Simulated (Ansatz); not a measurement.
Given:

Ga2Pt:
```
Ga2Pt
1.0
    0.00000     3.66474     3.66474
    3.66474     0.00000     3.66474
    3.66474     3.66474     0.00000
Ga Pt
4 2
Direct
  0.62500   0.62500   0.62500
  0.12500   0.62500   0.62500
  0.62500   0.12500   0.62500
  0.62500   0.62500   0.12500
  0.25000   0.25000   0.25000
  0.00000   0.00000   0.00000
```

This is the PBE-relaxed structure.

All from plane-wave PAW PBE (Ansatz code), unless another level is named. Predict the formation energy from the elements (no fitted shifts).

0.14 eV/atom.

Next, the density of states at the Fermi level?

0.68 states/eV per atom (mean over ±0.08 eV).

Space group Fd-3m (cubic Laves (MgCu2 type)). The cell is a constructed one: a structure type filled with these elements; neither database checked (COD, Materials Project) lists it. COD files the formula under space group No. 225. Whether it is the stable phase at ambient conditions was not checked. The PBE relaxation kept the symmetry of its start; its stability against distortions is not shown here. No spin polarisation was allowed. The references are the lowest solids computed at this level, not always the standard phases. Spin–orbit coupling is left out wherever it is not named.

Potentials: the earlier of the program's two PAW sets.
